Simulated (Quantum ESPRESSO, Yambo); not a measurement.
Quasiparticle gap of Mg2ZnO3

```cif
data_Mg2O3Zn
_chemical_formula_sum 'O3 Mg2 Zn1'
_space_group_name_H-M_alt 'P-3m1'
_space_group_IT_number 164
_space_group_name_Hall '-P 3 2"'
_cell_length_a 3.03300
_cell_length_b 3.03300
_cell_length_c 7.40332
_cell_angle_alpha 90.000
_cell_angle_beta 90.000
_cell_angle_gamma 120.000
loop_
_atom_site_label
_atom_site_type_symbol
_atom_site_symmetry_multiplicity
_atom_site_Wyckoff_symbol
_atom_site_fract_x
_atom_site_fract_y
_atom_site_fract_z
_atom_site_occupancy
O1 O 2 d 0.33333 0.66667 0.17262 1
O2 O 1 b 0.00000 0.00000 0.50000 1
Mg1 Mg 2 d 0.66667 0.33333 0.33420 1
Zn1 Zn 1 a 0.00000 0.00000 0.00000 1
```

The geometry is that of Materials Project entry mp-1222123, symmetrised and not relaxed again.

Starting point: PBEsol (pw.x of Quantum ESPRESSO, ONCV potentials, scalar-relativistic). G0W0 in Yambo: 6×6×2 Γ-centred k mesh, bands 7 to 125 and a 8 Ry block in the screening, 125 bands in G with the Bruneval-Gonze terminator, plasmon pole fitted at 27.2 eV.

```
Property                                            Result
-------------------------------------------------  -------
PBEsol gap along the band path                     2.84 eV
PBEsol gap between the mesh's edge points (A → Γ)  2.84 eV
G0W0 gap between the same points                   4.72 eV
PBEsol smallest direct gap on the mesh (at Γ)      2.93 eV
G0W0 direct gap at that point                      4.82 eV
```

```json
[
 {"k point": "Γ", "band": "VB", "E PBEsol (eV)": "-0.09", "E QP (eV)": "-1.14", "shift (eV)": "-1.06", "Z": "0.79"},
 {"k point": "Γ", "band": "CB", "E PBEsol (eV)": "2.84", "E QP (eV)": "3.68", "shift (eV)": "0.84", "Z": "0.84"},
 {"k point": "A", "band": "VB", "E PBEsol (eV)": "0.00", "E QP (eV)": "-1.04", "shift (eV)": "-1.04", "Z": "0.79"},
 {"k point": "A", "band": "CB", "E PBEsol (eV)": "3.95", "E QP (eV)": "4.93", "shift (eV)": "0.98", "Z": "0.82"},
 {"k point": "M", "band": "VB", "E PBEsol (eV)": "-0.37", "E QP (eV)": "-1.51", "shift (eV)": "-1.14", "Z": "0.79"},
 {"k point": "M", "band": "CB", "E PBEsol (eV)": "6.39", "E QP (eV)": "7.70", "shift (eV)": "1.31", "Z": "0.84"},
 {"k point": "L", "band": "VB", "E PBEsol (eV)": "-0.25", "E QP (eV)": "-1.41", "shift (eV)": "-1.16", "Z": "0.79"},
 {"k point": "L", "band": "CB", "E PBEsol (eV)": "6.60", "E QP (eV)": "7.62", "shift (eV)": "1.02", "Z": "0.85"},
 {"k point": "K", "band": "VB", "E PBEsol (eV)": "-0.64", "E QP (eV)": "-1.85", "shift (eV)": "-1.22", "Z": "0.79"},
 {"k point": "K", "band": "CB", "E PBEsol (eV)": "7.44", "E QP (eV)": "8.94", "shift (eV)": "1.49", "Z": "0.83"},
 {"k point": "H", "band": "VB", "E PBEsol (eV)": "-0.90", "E QP (eV)": "-2.16", "shift (eV)": "-1.27", "Z": "0.79"},
 {"k point": "H", "band": "CB", "E PBEsol (eV)": "7.52", "E QP (eV)": "9.05", "shift (eV)": "1.53", "Z": "0.83"}
]
```

Energies count from the PBEsol valence-band maximum.

Nearest settings tried, and what they do to the gap: 3 Ry block (39 vectors against 163): -79 meV. Not varied: bands in G, bands in W, mesh. So the settings aren't converged at that level. Oxides, nitrides and fluorides with a shallow 3d shell are known to need far more bands and larger blocks.

The structure is a Materials Project entry; no match was found in the copy of COD used, and its stability was not checked.
